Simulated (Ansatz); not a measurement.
FeCo (CsCl type)

```xyz
2
Lattice="2.8451 0.0000 0.0000 0.0000 2.8451 0.0000 0.0000 0.0000 2.8451" Properties=species:S:1:pos:R:3 pbc="T T T"
Fe     0.0000     0.0000     0.0000
Co     1.4225     1.4225     1.4225
```

The slice is a {110} plane (indices of the conventional cell) through the point (0.500, 0.500, 0.500) (fractional), spanned by u = [100] and v = [011] in vectors of this cell: u (2.85 Å) and v (4.02 Å, at 90° to u). It covers one period; positions are fractions (u, v).

All values below come from PBE (plane waves to 420 eV, PAW, scalar-relativistic; Ansatz, a quantum-chemistry and plane-wave program). k mesh 16×16×16. Inside the PAW spheres the values are not all-electron values, and peaks at nuclei hang on which shells count as valence. FeCo was relaxed with its symmetry unable to fall. Relaxed FeCo ends ferromagnetic. The magnetic order is the one the run started from; other orders were not tried.

Question: What is the valence density on the shortest Fe–Co line in this plane (2.46 Å), at its midpoint?

Answer: 0.34 e/Å³.

Question: What is the ELF at the midpoint of the shortest Fe–Co line in this plane (2.46 Å)?

Answer: 0.3.

Question: Sketch the valence electron density on this plane as a map.

Answer: 
```
|9988664422000000000022446688|
|7766553311000000000011335566|
|4444332211000000000011223344|
|2222111100000000000000111122|
|1111000000000011000000000011|
|0000000011112222221111000000|
|0000001122334455443322110000|
|0000001133556677665533110000|
|0000002244668888886644220000|
|0000002255778899887755220000|
|0000002244668888886644220000|
|0000001133556677665533110000|
|0000001122334455443322110000|
|0000000011112222221111000000|
|1111000000000011000000000011|
|2222111100000000000000111122|
|4444332211000000000011223344|
|7766553311000000000011335566|
|9988664422000000000022446688|
|9999774422000000000022447799|
```
Scale: ten equal steps from -0.63 (start of '0') to 1.76 (end of '9'), in the order '0123456789'. Values: log₁₀ of the valence density in e/Å³. The map has 14 points along u (two characters each, u = 0 at the left) and 20 along v (v = 0 in the bottom row). The scale is logarithmic, as a density can span decades between atoms and voids.
